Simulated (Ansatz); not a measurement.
## Relaxation of Rb

Level of theory: DFT PBEsol, scalar-relativistic, plane waves, PAW (Ansatz). Settings: 420 eV cutoff, 10×10×10 k-mesh, Gaussian smearing of 0.10 eV, no spin polarisation.

What was changed: biaxial strain in the a-b plane, c and atoms relaxed: -4.0 %.

Command:

```bash
ansatz run input.yaml --threads 1 --pin off --max-ram 2560MiB --backend cpu --events-out ev --progress --plain --runs-dir out
```

Input:

```yaml
crystal:
  lattice:
    - [5.3489741983, 0.0, 0.0]
    - [0.0, 5.3489741983, 0.0]
    - [0.0, 0.0, 5.7055724782]
  atoms:
    - { symbol: Rb, position: [0.0, 0.0, 0.0] }
    - { symbol: Rb, position: [0.5, 0.5, 0.5] }
basis:
  ecutwfc: 420
kpoints:
  mp_grid: { grid: [10, 10, 10] }
hamiltonian:
  xc: pbesol
scf:
  occupations: { method: gaussian, width: 0.1 }
output:
  forces: true
  stress: true
  eigenvalues: true
relax:
  adjacent_minimum: "off"
  f_tol: 0.008
  max_steps: 40
  cell: { stress_tol: 0.015, fix: [a, b, gamma] }
```

F is the free energy. Steps run on the plane waves of an earlier cell, but the last one, and at times one on the way, on a freshly chosen basis, so a repeated geometry can differ a little in energy. The held parts of the cell keep their stress, so P needn't end at zero.

Steps:

| step | F − F(1) (eV) | largest force component (eV/Å) | V (Å³/atom) | P (GPa) |
| --- | --- | --- | --- | --- |
| 1 | 0.0000 | 0.000 | 81.623 | 0.18 |
| 2 | -0.0006 | 0.000 | 81.882 | 0.17 |
| 3 | -0.0057 | 0.000 | 85.861 | 0.02 |
| 4 | -0.0058 | 0.000 | 86.419 | 0.00 |
| 5 | -0.0058 | 0.000 | 86.419 | 0.00 |

Relaxed structure:

```yaml
crystal:
  lattice:
    - [5.34897, 0.00000, 0.00000]
    - [0.00000, 5.34897, 0.00000]
    - [0.00000, 0.00000, 6.04086]
  atoms:
    - { symbol: Rb, position: [0.00000, 0.00000, 0.00000] }
    - { symbol: Rb, position: [0.50000, 0.50000, 0.50000] }
```

It takes space group I4/mmm (No. 139, tetragonal). The conventional cell has a = 5.349 Å, b = 5.349 Å, c = 6.041 Å, α = 90.00°, β = 90.00°, γ = 90.00°.

The run converged. Time: 2 min on 1 thread of Arm Neoverse N1 (shared host), peak memory 0.54 GiB.